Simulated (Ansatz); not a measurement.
Vibrational response of NaP2

The calculation used DFT PBE, scalar-relativistic, plane waves, PAW in Ansatz. Cutoff 420 eV, 14×14×12 k-points (Γ-centred), Fermi-Dirac smearing of 0.15 eV. No spin polarisation. Phonons by linear response, acoustic sum rule imposed.

Relaxed structure:
```
CELL_PARAMETERS angstrom
4.67104 -1.65613 0.00787
4.67104 1.65613 0.00787
-0.52275 0.00000 4.10406
ATOMIC_POSITIONS crystal
Na 0.00000 0.00000 0.50000
P 0.70655 0.70655 0.12731
P 0.29345 0.29345 0.87269
```

It was reached by relaxing an invented guess, and it needn't be the stable form of this composition. In a metal, frequencies depend on the k mesh and the smearing, soft modes most.

Optical modes at Γ:
```tsv
frequency (cm⁻¹)	degeneracy
65	1
116	1
167	1
189	1
469	1
496	1
```

All 6 optical modes at Γ are real: no displacement of atoms at fixed cell lowers the energy to second order. Strains and modes at other wave vectors aren't tested by this run.
